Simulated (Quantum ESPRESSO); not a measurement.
# Moving one atom in Ga2MgSiP4

These are calculations, not measurements. They come from pw.x of Quantum ESPRESSO 7.5, a plane-wave density functional program, with PseudoDojo standard norm-conserving files (v0.5 for PBE, v0.4.1 for LDA and PBEsol). The cells are made up: elements, strain and atom displacements were drawn at random, and nothing was relaxed. There is no spin polarisation, spin-orbit coupling or dispersion term.

The cell has 8 sites of a zincblende or diamond lattice. Sites 1 to 4 hold Ga Mg Ga Si; sites 5 to 8 hold P P P P. Cell vectors in Å: (5.659, 0.006, -0.016); (0.006, 5.619, 0.078); (-0.016, 0.078, 5.639). Settings: PBE, cutoff 1143 eV, 4 x 4 x 4 k mesh shifted by half a step, Fermi-Dirac smearing of 0.025 eV.

Each run shifts the P atom on site 8 along z and leaves all else fixed. Site 3 is one of its nearest neighbours. E is the free energy of the cell above the lowest run shown.

```
run,shift (Å),Fz on site 8 (eV/Å),Fz on site 3 (eV/Å),P (GPa),E (meV)
1,-0.1399,0.226,-0.079,-3.28,0.0
2,-0.0954,-0.225,-0.019,-3.28,0.0
3,-0.0794,-0.387,0.004,-3.28,4.9
5,0.0143,-1.330,0.158,-3.17,85.5
6,0.1124,-2.282,0.346,-2.91,263.1
7,0.1400,-2.539,0.403,-2.81,329.6
4,0.0023,?,?,?,?
```

A rerun of one of these cells at 1437 eV and k mesh 6 x 6 x 6 moved values by no more than 0.008 eV in the cell's energy, 0.02 GPa in stress and 0.003 eV/Å in force.

## Worked fit

A parabola through the six runs shown gives Fz on site 8 = -1.186 - 9.90 u + 1.5 u² eV/Å, with u in Å and a scatter of 0.005 eV/Å. Minus the slope, 9.90 ± 0.09 eV/Å², is this atom's force constant along z at u = 0, with its periodic images moving too. The fitted force vanishes at u = -0.118 Å, where the energy should be lowest along this line. The error is the larger of the fit's own and the change that a cubic makes, rounded up.

## Withheld run

Question: what Fz on site 8 should run 4 give?

The fit gives -1.209 eV/Å. The calculation gave -1.211 eV/Å.

```
run  shift (Å)  Fz on site 8 (eV/Å)  Fz on site 3 (eV/Å)  P (GPa)  E (meV)
  4     0.0023               -1.211                0.137    -3.19     70.2
```